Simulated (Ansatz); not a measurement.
Values for one crystal, relaxed and computed with plane-wave PAW r²SCAN (Ansatz code); other levels are named.

- Volume per atom = 17.15 Å³
- Band gap = 1.11 eV (indirect)
- Hole effective mass = 0.17, 1.0, 1.0 mₑ (principal values)
- Electron effective mass = 0.21, 0.58, 0.58 mₑ (principal values)
- Pressure derivative B′ = 4.1
- Valence-band maximum = at Γ
- Formation energy from the elements (no fitted shifts) = -180 kJ/mol of atoms

Task: Which compound is it?
A) BeTe, zinc blende
B) KI, rock salt
C) YN, P6_3/mmc (Y on 2c, N on 2d)
D) Si3N4, Fd-3m (Si on 16c, Si on 8b, N on 32e)

Result: C, YN, P6_3/mmc (Y on 2c, N on 2d)

The cell is a constructed one: a structure type filled with these elements; the Crystallography Open Database copy checked does not list it. COD files the formula under space group No. 225, so this cell is another polymorph or a model. Its standing as an ambient phase is unchecked. Symmetry was held in the r²SCAN relaxation; its stability against distortions is not shown here. No spin polarisation was allowed. The references are the lowest solids computed at this level, not always the standard phases (solids in place of the gases). Scalar-relativistic: spin–orbit coupling is off unless named, which matters more the heavier the elements.

Potentials: the later of the program's two PAW sets.
